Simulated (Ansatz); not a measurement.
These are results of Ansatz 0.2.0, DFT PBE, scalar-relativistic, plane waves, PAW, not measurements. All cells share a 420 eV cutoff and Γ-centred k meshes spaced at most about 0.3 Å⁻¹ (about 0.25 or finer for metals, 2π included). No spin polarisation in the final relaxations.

These are static total energies at zero pressure.

Two forms of Cd₂Se₃S were relaxed alike.

A.

```cif
data_structure
_symmetry_space_group_name_H-M 'P-4m2'
_symmetry_Int_Tables_number 115
_cell_length_a 3.7776
_cell_length_b 3.7776
_cell_length_c 11.6406
_cell_angle_alpha 90.000
_cell_angle_beta 90.000
_cell_angle_gamma 90.000
_cell_volume 166.11
loop_
_atom_site_label
_atom_site_type_symbol
_atom_site_symmetry_multiplicity
_atom_site_Wyckoff_symbol
_atom_site_fract_x
_atom_site_fract_y
_atom_site_fract_z
_atom_site_occupancy
Cd1 Cd 2 g 0.00000 0.50000 0.59533 1
Se1 Se 1 b 0.50000 0.50000 0.00000 1
Se2 Se 2 g 0.00000 0.50000 0.35149 1
S1 S 1 a 0.00000 0.00000 0.00000 1
```

B.

```cif
data_structure
_symmetry_space_group_name_H-M 'R-3m:H'
_symmetry_Int_Tables_number 166
_cell_length_a 6.1186
_cell_length_b 6.1186
_cell_length_c 14.0918
_cell_angle_alpha 90.000
_cell_angle_beta 90.000
_cell_angle_gamma 120.000
_cell_volume 456.87
loop_
_atom_site_label
_atom_site_type_symbol
_atom_site_symmetry_multiplicity
_atom_site_Wyckoff_symbol
_atom_site_fract_x
_atom_site_fract_y
_atom_site_fract_z
_atom_site_occupancy
Cd1 Cd 6 c 0.33333 0.66667 0.48789 1
Se1 Se 9 e 0.16667 0.33333 0.33333 1
S1 S 3 a 0.00000 0.00000 0.00000 1
```

Question: Which would you expect to be lower, and how large is the difference?

Answer: A is lower, by 0.36 eV/atom. A has space group P-4m2 (No. 115), 27.7 Å³/atom and no gap on its mesh; B has space group R-3m (No. 166), 25.4 Å³/atom and no gap. Counting S or Se atoms around Cd (for each partner element, those within 1.25 times its shortest distance or 1.15 times the sum of covalent radii, where it is the nearest in units of that sum or under 1.3), A has Cd 5 and B has Cd 4. In A, around Cd lie 5 Se at 2.74–2.84 Å; Se on a site of symmetry -4m2 has 4 S at 2.67 Å; around S lie 4 Se at 2.67 Å; 1 more site not described. In B, Cd has 1 S at 2.52 Å and 3 Se at 2.80 Å; Se has 2 Cd at 2.80 Å, 4 Se at 3.06 Å and 2 S at 3.06 Å; S is surrounded by 2 Cd at 2.52 Å and 6 Se at 3.06 Å. Both come from invented guesses.

Weakly bound directions are ill-defined at this level, which has no dispersion term (P-4m2), and this can change margins and order among such cells. Cells relaxed within their symmetry can be saddle points.
